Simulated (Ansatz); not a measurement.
Al$_{3}$Pt$_{2}$ (La2O3 or Ni2Al3 type, P-3m1) at seven volumes, PBEsol (plane waves, PAW; program Ansatz), shape and atoms relaxed at each. One row is withheld.

```json
[
 {"V (Å³/atom)": "14.446", "P (GPa)": "?"},
 {"V (Å³/atom)": "14.922", "P (GPa)": "11.76"},
 {"V (Å³/atom)": "15.398", "P (GPa)": "5.39"},
 {"V (Å³/atom)": "15.874", "P (GPa)": "0.00"},
 {"V (Å³/atom)": "16.351", "P (GPa)": "-4.56"},
 {"V (Å³/atom)": "16.827", "P (GPa)": "-8.41"},
 {"V (Å³/atom)": "17.303", "P (GPa)": "-11.66"}
]
```

Q: Fit the shown pressures and predict the withheld one.

A: P = (3/2)B₀(x^(7/2) − x^(5/2))[1 + (3/4)(B′ − 4)(x − 1)] with x = (V₀/V)^(2/3). Least squares on the six rows gives V₀ = 15.874 Å³/atom, B₀ = 165 GPa, B′ = 4.60. At V = 14.446, x = 1.0649 and P = 19.33 GPa. The run itself gave 19.28 GPa.

The workflow started from a Materials Project entry (that database holds measured and hypothetical structures alike); the Crystallography Open Database copy checked does not list it. Whether it is the stable phase at ambient conditions was not checked. The cell was relaxed with PBEsol under the symmetry of its start; of distortions, only those at the zone centre were tested. No spin polarisation was allowed. Spin–orbit coupling is left out wherever it is not named.

Potentials: the later of the program's two PAW sets.
